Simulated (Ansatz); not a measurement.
Relaxed Pd (fcc, Cu type):

```
CELL_PARAMETERS angstrom
      0.00000     3.94259     3.94259
      1.97130     0.00000     1.97130
      1.97130     1.97130     0.00000
ATOMIC_POSITIONS crystal
  Pd 0.00000 0.00000 0.00000
  Pd 0.50000 0.00000 0.00000
```

The atoms are displaced by Q × the pattern below (from a DFPT mode at L = (0.5, 0.0, 0.0), largest move 1; Q in Å), at fixed cell. (q is in reciprocal vectors of the primitive cell; the cell shown is doubled to hold the pattern.)

```tsv
atom	x	y	z
Pd1	-0.577	0.577	0.577
Pd2	0.577	-0.577	-0.577
```

Method: PBE (plane waves to 420 eV, PAW, scalar-relativistic; Ansatz, a quantum-chemistry and plane-wave program). k mesh 10×20×20 (Γ-centred), Fermi-Dirac smearing 0.05 eV. With partly filled bands, energies and forces of such displacements shift with the k mesh and the smearing. Pd is run without spin polarisation. Pd was relaxed with its symmetry unable to fall. The PAW data are Ansatz's earlier set. 

```csv
Q (Å),−dE/dQ from forces (eV/Å)
-0.100,3.817
-0.083,3.141
-0.067,2.486
-0.050,1.849
-0.033,1.225
-0.017,0.610
0.000,0.000
0.017,-0.610
0.033,-1.225
0.050,-1.849
0.067,-2.486
0.083,-3.141
0.100,-3.817
```

Question: What harmonic wavenumber does the curvature at Q = 0 give?

Answer: 216 cm⁻¹. E″ = 36.56 eV/Å², M = Σ mᵢ|uᵢ|² = 212.8 u, ν̃ = 521.5·√(|E″|/M).

(For displaced atoms, the force is minus the slope of the energy, and its curvature is a force constant, which sets phonon frequencies.)
